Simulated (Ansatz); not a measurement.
The elements of this relaxed trial crystal are hidden behind letters.

```
lattice vectors (Å)
   3.9279    0.0000    0.0000
  -1.9639    3.4016    0.0000
   0.0000    0.0000    9.6193
fractional positions
X 0.0000 0.0000 0.3775
X 0.3333 0.6667 0.0395
X 0.0000 0.0000 0.6225
X 0.6667 0.3333 0.9605
Z 0.6667 0.3333 0.7080
Z 0.3333 0.6667 0.2920
```

Computed with DFT PBE, scalar-relativistic, plane waves, PAW (Ansatz 0.2.0). Cutoff 420 eV, Γ-centred 12×12×4 mesh (6-atom cell), Gaussian smearing of 0.02 eV, no spin polarisation.

* Space group: P-3m1 (No. 164)
* Conventional cell: a = 3.928 Å, c = 9.619 Å
* Volume per atom: 21.42 Å³
* Density: 3.33 g/cm³
* Energy over the elements: +0.017 eV/atom
* Gap on the 12×12×4 mesh of the 6-atom cell: 0.59 eV

Energies are uncorrected and count from the elements' standard states at the same level.

Task: X is a p-block element of period 3 and Z is a p-block element of period 4. Which elements are they?

Result: X = Si, Z = Ge, so the formula is Si2Ge. Density times volume gives a mean mass of 3.33 × 21.42/1.6605 = 43.0 u per atom, and this set has 42.9 u. Si on its first site is surrounded by 1 Si at 2.36 Å and 3 Ge at 2.41 Å; Si on its second site is surrounded by 3 Si at 2.39 Å and 1 Ge at 2.43 Å; Ge is surrounded by 4 Si at 2.41–2.43 Å. Other sets within the hints have nearly the same mass, so mass alone doesn't settle it; this one was computed.

Kohn–Sham gaps at this level usually fall short of measured ones. A later test with randomly moved atoms came back to the same energy, though modes that don't fit the test's cell weren't probed.
